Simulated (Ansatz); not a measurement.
With the program Ansatz at the PBE level (PAW), ZrTa in the orthorhombic phase (Cmcm; Zr on 4c, Ta on 4c) relaxes to a = 2.955 Å, b = 11.457 Å, c = 4.904 Å. Its formation energy from the elements is 0.19 eV/atom, with no fitted shifts.

Electronic character: metallic (no gap).

The start of the workflow was typed in or built on a structure type; neither database checked (COD, Materials Project) lists it. Whether it is the stable phase at ambient conditions was not checked. The PBE relaxation kept the symmetry of its start; whether a distortion lowers the energy is not shown. No spin polarisation was allowed. Its formation energy is positive at this level, so the cell may be metastable or incomplete. Axis ratios of metals converge slowly with the k-mesh, so a and c are less sure than the volume. The references are the lowest solids computed at this level, not always the standard phases. Scalar-relativistic: spin–orbit coupling is off unless named, which matters more the heavier the elements.

Potentials: the earlier of the program's two PAW sets.
